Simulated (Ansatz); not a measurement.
As:
```xyz
4
Lattice="-3.4494 3.4494 3.4494 3.4494 -3.4494 3.4494 3.4494 3.4494 -3.4494" Properties=species:S:1:pos:R:3 pbc="T T T"
As     2.5871     0.8624    -0.8624
As     0.8624    -0.8624     2.5871
As    -0.8624     2.5871     0.8624
As     0.8624     0.8624     0.8624
```

Relaxed with r²SCAN. Special points in fractions of this cell's reciprocal vectors: Γ (0.000, 0.000, 0.000); H (0.500, -0.500, 0.500); N (0.000, 0.000, 0.500); P (0.250, 0.250, 0.250).

### Question
List the band energies nearest the Fermi level at these points for r²SCAN in the plane-wave PAW code Ansatz.

### Answer
In eV from the Fermi level; about four levels below and three above (degenerate sets whole), none deeper than 8.9 eV; points with the same levels are listed once.

| k | below | above |
|---|---|---|
| Γ | -4.63 -4.63 -1.77 -1.77 -1.77 | 1.20 1.20 1.20 |
| H | -0.84 -0.14 -0.14 -0.14 | 2.18 2.18 2.18 |
| N | -1.64 -1.49 -1.44 -0.98 | 0.24 1.70 3.71 |
| P | -2.35 -2.35 -0.59 -0.59 | 0.92 0.92 3.81 3.81 |

Space group I4_132. The start of the workflow was typed in or built on a structure type; neither database checked (COD, Materials Project) lists it. It is not the phase usual at ambient conditions (space group No. 166). The cell was relaxed with r²SCAN under the symmetry of its start. At this level the phase is mechanically unstable. The volume moved by 53 % from the start of the relaxation. Scalar-relativistic: spin–orbit coupling is off unless named, which matters more the heavier the elements.

Potentials: the earlier of the program's two PAW sets.
